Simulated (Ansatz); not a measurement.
Data:

Starting cell, Rh (fcc, Cu type):

```xyz
2
Lattice="0.0000 3.8000 3.8000 1.9000 0.0000 1.9000 1.9000 1.9000 0.0000" Properties=species:S:1:pos:R:3 pbc="T T T"
Rh     0.0000     0.0000     0.0000
Rh     1.9000     3.8000     1.9000
```

The atoms are displaced by Q × the pattern below (from a DFPT mode at L = (0.5, 0.0, 0.0), largest move 1; Q in Å), at fixed cell. (q is in reciprocal vectors of the primitive cell; the cell shown is doubled to hold the pattern.)

```
atom       x       y       z
----  ------  ------  ------
Rh1    0.577  -0.577  -0.577
Rh2   -0.577   0.577   0.577
```

All values below come from r2SCAN (plane waves to 500 eV, PAW, scalar-relativistic; Ansatz, a quantum-chemistry and plane-wave program). k mesh 21×21×21 (Γ-centred), Fermi-Dirac smearing 0.05 eV. The energy includes the smearing's −TS. With partly filled bands, energies and forces of such displacements shift with the k mesh and the smearing. Rh is run without spin polarisation. Rh was relaxed with its symmetry unable to fall. ΔE is measured from the undisplaced structure.

The scan covers Q from -0.100 to 0.100 Å in 13 points.

Problem. Which space group does the distorted structure have?

Solution. R-3m (No. 166), lowered from Fm-3m.

Problem. Is this a single well or a double well?

Solution. A single well with its minimum at or next to zero displacement.

Problem. What is the energy change at Q = 0.100 Å?

Solution. 226 meV/cell.

Problem. What harmonic wavenumber does the curvature at Q = 0 give?

Solution. 243 cm⁻¹.

(For displaced atoms, the force is minus the slope of the energy, and its curvature is a force constant, which sets phonon frequencies.)
